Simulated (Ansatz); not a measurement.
A geometry of SrTiO3 away from equilibrium: step 2 of the relaxation of a generated trial cell of SrTiO3 in the AFLOW prototype ABC3_hR10_167_a_b_e (as in LiNbO3). All values below come from PBE (plane waves to 420 eV, PAW, scalar-relativistic; Ansatz, an electronic-structure program). Γ-centred k-mesh 5×5×5 on the run's cell (coarser than for final values), Fermi–Dirac smearing 0.05 eV. The plane waves were selected for a different cell earlier on the path.

```xyz
10
Lattice="2.7987 1.6158 4.5725 -2.7987 1.6158 4.5725 0.0000 -3.2316 4.5725" Properties=species:S:1:pos:R:3 pbc="T T T"
Sr     0.0000     0.0000     3.4294
Sr     0.0000     0.0000    10.2882
Ti     0.0000     0.0000     0.0000
Ti     0.0000     0.0000     6.8588
O     -0.4491     1.6158     8.0019
O     -1.1748    -1.1969     8.0019
O      1.6239    -0.4189     8.0019
O      0.4491    -1.6158     5.7157
O      1.1748     1.1969     5.7157
O     -1.6239     0.4189     5.7157
```

Task: Give the Cartesian forces on all atoms (eV/Å).

Result: 
```json
[
 {"atom": "Sr1", "Fx": "0.00", "Fy": "0.00", "Fz": "0.00"},
 {"atom": "Sr2", "Fx": "0.00", "Fy": "0.00", "Fz": "0.00"},
 {"atom": "Ti3", "Fx": "0.00", "Fy": "0.00", "Fz": "0.00"},
 {"atom": "Ti4", "Fx": "0.00", "Fy": "0.00", "Fz": "0.00"},
 {"atom": "O5", "Fx": "1.27", "Fy": "0.00", "Fz": "0.00"},
 {"atom": "O6", "Fx": "-0.63", "Fy": "1.10", "Fz": "0.00"},
 {"atom": "O7", "Fx": "-0.63", "Fy": "-1.10", "Fz": "0.00"},
 {"atom": "O8", "Fx": "-1.27", "Fy": "0.00", "Fz": "0.00"},
 {"atom": "O9", "Fx": "0.63", "Fy": "-1.10", "Fz": "0.00"},
 {"atom": "O10", "Fx": "0.63", "Fy": "1.10", "Fz": "0.00"}
]
```

The path ends in R-3c (No. 167) (AFLOW prototype ABC3_hR10_167_a_b_e (as in LiNbO3)). No spin polarisation in the result.

The run could not lose the symmetry of its start: the end is stationary, and may be a saddle point rather than a minimum.

The end of the path is a generated cell of SrTiO3: the first start was made by placing the elements on the sites of a structure type, and the end was not matched to a known phase here, so it may be hypothetical. Known forms of SrTiO3 include space group No. 221.
